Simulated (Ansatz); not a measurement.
Consider the following.

NbGa₃Ni₁₂:
```
CELL_PARAMETERS angstrom
      3.57622     0.00000     0.00000
      0.00000     3.57622     0.00000
      0.00000     0.00000    14.13968
ATOMIC_POSITIONS crystal
  Nb 0.00000 0.00000 0.00000
  Ga 0.00000 0.00000 0.25500
  Ga 0.00000 0.00000 0.74500
  Ga 0.00000 0.00000 0.50000
  Ni 0.50000 0.50000 0.00000
  Ni 0.50000 0.50000 0.25289
  Ni 0.50000 0.50000 0.74711
  Ni 0.50000 0.50000 0.50000
  Ni 0.50000 0.00000 0.12868
  Ni 0.50000 0.00000 0.87132
  Ni 0.00000 0.50000 0.12868
  Ni 0.00000 0.50000 0.87132
  Ni 0.50000 0.00000 0.37678
  Ni 0.50000 0.00000 0.62322
  Ni 0.00000 0.50000 0.37678
  Ni 0.00000 0.50000 0.62322
```
The run is spin-polarised; directions of the spins, atom by atom: 0 0 0 0 0 0 0 ↑ 0 0 0 0 ↑ ↑ ↑ ↑.

This is the r²SCAN-relaxed structure.

### Question
All from r²SCAN (plane waves, PAW; program Ansatz), unless another level is named. Predict the formation energy from the elements (no fitted shifts).

### Answer
-0.29 eV/atom.

### Question
Next, the density of states at the Fermi level?

### Answer
0.47 states/eV per atom (mean over ±0.08 eV).

Space group P4/mmm. The first step of the workflow began from a Materials Project structure, measured or hypothetical; the Crystallography Open Database copy checked does not list it. With Nb and Ga taken as one species the cell has the higher symmetry Pm-3m, so it may be an ordered model of a mixed-site phase. Whether it is the stable phase at ambient conditions was not checked. The r²SCAN relaxation kept the symmetry of its start; its stability against distortions is not shown here. The final state is ferromagnetic, the only order run, not a proven ground state. Other orbital occupations within this spin state were not tried. The references are the lowest solids computed at this level, not always the standard phases. Spin–orbit coupling is left out wherever it is not named.

Potentials: the later of the program's two PAW sets.
